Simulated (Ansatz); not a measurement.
PbS:
```xyz
4
Lattice="4.1236 0.0000 0.0000 -2.0618 3.5711 0.0000 0.0000 0.0000 7.3334" Properties=species:S:1:pos:R:3 pbc="T T T"
Pb     0.0000     0.0000     0.0000
Pb     0.0000     0.0000     3.6667
S      0.0000     2.3808     1.8333
S      2.0618     1.1904     5.5000
```

Relaxed with r²SCAN. Special points in fractions of this cell's reciprocal vectors: Γ (0.000, 0.000, 0.000); M (0.500, 0.000, 0.000); K (0.333, 0.333, 0.000); A (0.000, 0.000, 0.500); L (0.500, 0.000, 0.500); H (0.333, 0.333, 0.500).

Task: List the band energies nearest the Fermi level at these points for r²SCAN with spin–orbit coupling (plane waves, PAW; program Ansatz).

Result: In eV from the Fermi level; about four levels below and three above (degenerate sets whole), none deeper than 8.9 eV; points with the same levels are listed once.

```csv
k,below,above
Γ,-1.94 -1.94 -0.01 -0.01,0.08 0.08 2.37 2.37
M,-1.97 -1.97 -1.15 -1.15,0.04 0.04 1.71 1.71
K,-3.75 -3.75 -0.23 -0.23,2.15 2.15 2.23 2.23
A,-1.77 -1.77 -1.77 -1.77,1.90 1.90 1.90 1.90
L,-2.88 -2.88 -2.88 -2.88,2.06 2.06 2.06 2.06
H,-2.37 -2.37 -0.02 -0.02,1.05 1.05 3.34 3.34
```

Space group P6_3/mmc (NiAs type). The start of the workflow was typed in or built on a structure type; neither database checked (COD, Materials Project) lists it. It is not the phase usual at ambient conditions (space group No. 225). The cell was relaxed with r²SCAN under the symmetry of its start; whether a distortion lowers the energy is not shown.

Potentials: the earlier of the program's two PAW sets.
